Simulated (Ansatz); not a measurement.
Relaxed-ion elastic tensor of Cu3Pt (Cu3Au type, space group No. 221) in GPa (Voigt order), DFT-PBEsol in the program Ansatz with PAW potentials; density 12.99 g/cm³, 12.33 Å³ per atom.

```
 245   175   175   0.0   0.0   0.0
 175   245   175   0.0   0.0   0.0
 175   175   245   0.0   0.0   0.0
 0.0   0.0   0.0  98.3   0.0   0.0
 0.0   0.0   0.0   0.0  98.3   0.0
 0.0   0.0   0.0   0.0   0.0  98.3
```

Task: Is the crystal mechanically stable?

Result: Yes: the smallest eigenvalue of C is 70.5 GPa.

Task: Work out the Voigt, Reuss and Hill averages.

Result: K_V = 198, K_R = 198, K_H = 198; G_V = 73.1, G_R = 57.3, G_H = 65.2 GPa.

Task: Give Young's modulus, Poisson's ratio, Pugh's ratio and the universal anisotropy index.

Result: E = 9KG/(3K + G) = 176 GPa; ν = 0.35; K/G = 3.04 (ductile by the Pugh limit of 1.75); A_U = 5G_V/G_R + K_V/K_R − 6 = 1.38.

Task: Estimate the sound speeds and the Debye temperature.

Result: v_l = √((K + 4G/3)/ρ) = 4690 m/s, v_t = √(G/ρ) = 2240 m/s, mean 2520 m/s; Θ = (h/k)(3n/4πV)^(1/3) v_m = 325 K.

Task: Give the Zener ratio and Young's modulus along [100], [110] and [111].

Result: A = 2C44/(C11 − C12) = 2.79; 1/E = S11 − 2(S11 − S12 − S44/2)Γ with Γ = 0, 1/4, 1/3 gives 99.9, 183, 253 GPa.

Task: Solve the Christoffel equation for the three sound speeds along [100], [110], [111].

Result: Eigenvalues of C_ijkl n_j n_l equal ρv². In km/s, slowest first: [100] 2.75, 2.75, 4.35; [110] 1.65, 2.75, 4.87; [111] 2.08, 2.08, 5.04.

Space group Pm-3m (Cu3Au type). The workflow started from a Materials Project entry (that database holds measured and hypothetical structures alike); the Crystallography Open Database files this formula in space group No. 221, but the cells were not matched. Its standing as an ambient phase is unchecked. The cell was relaxed with PBEsol under the symmetry of its start; of distortions, only those at the zone centre were tested. The run is not spin-polarised. As this level gives no gap, shear constants depend on the k-mesh and smearing (Fermi–Dirac, 0.1 eV here). Scalar-relativistic: spin–orbit coupling is off unless named, which matters more the heavier the elements.

Potentials: the later of the program's two PAW sets.
